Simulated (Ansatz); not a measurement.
## B, omega (AlB2-type): geometry optimisation

The calculation used Ansatz, DFT, BLYP, plane waves (420 eV) with PAW, scalar-relativistic. (PAW data from PBE, frozen cores regenerated.)

k-point mesh 11×11×15, Fermi-Dirac smearing 0.1 eV, no spin polarisation. Cell and atoms relax.

Starting structure:

```yaml
crystal:
  lattice:
    - [3.33335, 0.00000, 0.00000]
    - [-1.66667, 2.88676, 0.00000]
    - [0.00000, 0.00000, 2.04334]
  atoms:
    - { symbol: B, position: [0.00000, 0.00000, 0.00000] }
    - { symbol: B, position: [0.33333, 0.66667, 0.50000] }
    - { symbol: B, position: [0.66667, 0.33333, 0.50000] }
```

**Question.** What cell does the relaxation end in?

**Answer.** P6/mmm with a = 2.886 Å, c = 2.899 Å (c/a = 1.005); 6.97 Å³ per atom against 6.55 at the start (6.4 %).

The cell has left the omega (AlB2-type) structure type; it ends in P6/mmm.

**Question.** How much energy does the relaxation gain?

**Answer.** 771.7 meV per atom.
